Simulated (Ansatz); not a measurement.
Input and command of a plane-wave DFT calculation in Ansatz:

```yaml
crystal:
  lattice:
    - [4.0015910441, 0.0, 0.0]
    - [0.0, 4.0015910441, 0.0]
    - [0.0, 0.0, 4.0015910441]
  atoms:
    - { symbol: Na, position: [0.0, 0.0, 0.0] }
    - { symbol: W, position: [0.5, 0.5, 0.5] }
    - { symbol: O, position: [0.5, 0.5, 0.0] }
    - { symbol: O, position: [0.0, 0.5, 0.5] }
    - { symbol: O, position: [0.5, 0.0, 0.5] }
basis:
  ecutwfc: 500
kpoints:
  mp_grid: { grid: [10, 10, 10] }
hamiltonian:
  xc: r2scan
scf:
  occupations: { method: gaussian, width: 0.1 }
output:
  forces: true
  stress: true
  eigenvalues: true
```

```bash
ansatz run input.yaml --threads 1 --pin off --max-ram 2560MiB --backend cpu --events-out ev --progress --plain --runs-dir out
```

Processor: Arm Neoverse V1, 1 thread, on a host shared with other jobs.

Task: Estimate time, memory and problem size.

Result: About 11 s on 1 thread of Arm Neoverse V1, with other jobs on the host, peak memory 0.48 GiB. It solves 26 bands at 56 k points (the mesh reduced by symmetry) with about 1647 plane waves, in 6 SCF iterations.
